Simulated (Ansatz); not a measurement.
This Lu3BeH3 structure is the end of a relaxation. The cell was found from a structure generator's guess, not taken from experiment.

The calculation used Ansatz, DFT PBE, scalar-relativistic, plane waves, PAW. Cutoff 420 eV, Γ-centred mesh, Gaussian smearing, no spin polarisation.

```xyz
7
Lattice="5.0199 0.0000 0.0000 0.0000 5.0199 0.0000 0.0000 0.0000 5.0199" Properties=species:S:1:pos:R:3 pbc="T T T"
Lu    2.5099    0.0000    0.0000
Lu    0.0000    2.5099    0.0000
Lu    0.0000    0.0000    2.5099
Be    0.0000    0.0000    0.0000
H     0.0000    2.5099    2.5099
H     2.5099    0.0000    2.5099
H     2.5099    2.5099    0.0000
```

Formation energies are uncorrected and refer to the elements' standard structures at the same level (H₂ as a molecule).

Task: Find its symmetry and describe it.

Result: Pm-3m (No. 221). Conventional cell: a = 5.020 Å. Lu is surrounded by 2 Be at 2.51 Å and 4 H at 2.51 Å; Be has 6 Lu at 2.51 Å; around H lie 4 Lu at 2.51 Å.

Task: How far does it lie from the elements in energy?

Result: +0.06 eV/atom. A positive value: parting into the elements would lower its energy.

Task: Is it a metal?

Result: Yes, bands cross the Fermi level on the 8×8×8 mesh.

The last run used an 8×8×8 mesh for its 7-atom cell and Gaussian smearing of 0.10 eV. With hydrogen, zero-point motion can shift formation energies by some tens of meV/atom. A structure relaxed within its symmetry needn't be a true minimum.
